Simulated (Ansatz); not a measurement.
Consider the following.

CuPd:
```cif
data_CuPd
_chemical_formula_sum 'Cu1 Pd1'
_space_group_name_H-M_alt 'Pm-3m'
_space_group_IT_number 221
_space_group_name_Hall '-P 4 2 3'
_cell_length_a 2.97975
_cell_length_b 2.97975
_cell_length_c 2.97975
_cell_angle_alpha 90.000
_cell_angle_beta 90.000
_cell_angle_gamma 90.000
loop_
_atom_site_label
_atom_site_type_symbol
_atom_site_symmetry_multiplicity
_atom_site_Wyckoff_symbol
_atom_site_fract_x
_atom_site_fract_y
_atom_site_fract_z
_atom_site_occupancy
Cu1 Cu 1 a 0.00000 0.00000 0.00000 1
Pd1 Pd 1 b 0.50000 0.50000 0.50000 1
```

This is the r²SCAN-relaxed structure.

**Question.** All from the program Ansatz at the r²SCAN level (PAW), unless another level is named. Give the formation energy from the elements (no fitted shifts).

**Answer.** -0.13 eV/atom.

**Question.** Next, the density of states at the Fermi level?

**Answer.** 0.49 states/eV per atom (mean over ±0.08 eV).

**Question.** And the gap with spin–orbit coupling?

**Answer.** none (metallic).

The workflow started from an entry of the Crystallography Open Database (COD). Its standing as an ambient phase is unchecked. The cell was relaxed with r²SCAN under the symmetry of its start; whether a distortion lowers the energy is not shown. No spin polarisation was allowed. The references are the lowest solids computed at this level, not always the standard phases. Scalar-relativistic: spin–orbit coupling is off unless named, which matters more the heavier the elements.

Potentials: the later of the program's two PAW sets.
